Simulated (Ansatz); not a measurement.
GeS$_{2}$:
```
CELL_PARAMETERS angstrom
     -2.55236     2.55236     5.04454
      2.55236    -2.55236     5.04454
      2.55236     2.55236    -5.04454
ATOMIC_POSITIONS crystal
  Ge 0.50000 0.50000 0.00000
  Ge 0.25000 0.75000 0.50000
  S  0.27794 0.27794 0.00000
  S  0.02794 0.52794 0.50000
  S  0.47206 0.97206 0.50000
  S  0.72206 0.72206 0.00000
```

Relaxed with PBE. Special points in fractions of this cell's reciprocal vectors: Γ (0.000, 0.000, 0.000); X (0.000, 0.000, 0.500); P (0.250, 0.250, 0.250); N (0.000, 0.500, 0.000); M (0.500, 0.500, -0.500); S (0.314, 0.686, -0.314); S0 (-0.314, 0.314, 0.314); R (-0.128, 0.128, 0.500); G (0.500, 0.500, -0.128).

Question: List the band energies nearest the valence-band maximum at these points for PBE (plane waves, PAW; program Ansatz).

Answer: In eV from the valence-band maximum; about four levels below and three above (degenerate sets whole), none deeper than 8.9 eV; points with the same levels are listed once.

```tsv
k	below	above
Γ	-0.85 -0.85 -0.09 -0.09	0.68 1.54 5.31
X	-0.90 -0.90 -0.16 -0.16	1.73 1.73 2.86 2.86
P	-1.38 -1.38 -0.01 -0.01	1.81 1.81 2.64 2.64
N	-1.07 -1.05 -0.91 -0.82	1.44 1.67 3.06
M	-1.10 -1.10 -0.49 -0.49	0.59 0.59 5.71 5.71
S	-1.15 -0.76 -0.70 -0.57	0.84 1.67 2.55
R	-0.82 -0.82 -0.15 -0.15	1.82 1.82 2.41 2.41
```

Space group I4_1/amd (anatase). The cell is a constructed one: a structure type filled with these elements; neither database checked (COD, Materials Project) lists it. COD files the formula under space group No. 14, 43, 82, 122, 217. Whether it is the stable phase at ambient conditions was not checked. The cell was relaxed with PBE under the symmetry of its start; whether a distortion lowers the energy is not shown. Scalar-relativistic: spin–orbit coupling is off unless named, which matters more the heavier the elements.

Potentials: the later of the program's two PAW sets.
